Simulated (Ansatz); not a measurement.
This cell of Nb (bcc, W type) is off equilibrium:

```
CELL_PARAMETERS angstrom
     -3.30957     3.30957     3.30957
      1.65478    -1.65478     1.65478
      1.65478     1.65478    -1.65478
ATOMIC_POSITIONS crystal
  Nb 0.00000 0.00000 0.00000
  Nb 0.44034 0.88068 0.88068
```

These are PBE (plane waves to 420 eV, PAW, scalar-relativistic; Ansatz, a quantum-chemistry and plane-wave program) values and carry that method's errors. k mesh 8×16×16 (Γ-centred), Fermi-Dirac smearing 0.05 eV. E stands for the smeared free energy. Stress and pressure are positive under compression. With partly filled bands, energies and forces of such displacements shift with the k mesh and the smearing. On this mesh the relaxed cell isn't quite at rest: it carries a pressure of -0.1 GPa (compression positive) at the zero of the scan. Nb is run without spin polarisation. Nb was relaxed with its symmetry unable to fall. The PAW data are Ansatz's earlier set.

Task: Predict the force on every atom, in eV/Å.

Result: 
| atom | Fx | Fy | Fz |
|---|---|---|---|
| Nb1 | -0.935 | -1.357 | -1.357 |
| Nb2 | 0.935 | 1.357 | 1.357 |

Task: Give the stress tensor in GPa and the pressure.

Result: 
```
    5.5      1.0      1.0
    1.0      5.1     -0.2
    1.0     -0.2      5.1
```
The pressure, a third of the trace, is 5.2 GPa.

Task: In it atom 2 sits (-0.197, -0.197, -0.197) Å away from its relaxed site. What is its energy relative to the relaxed cell?

Result: 337 meV/cell.

(For displaced atoms, the force is minus the slope of the energy, and its curvature is a force constant, which sets phonon frequencies.)
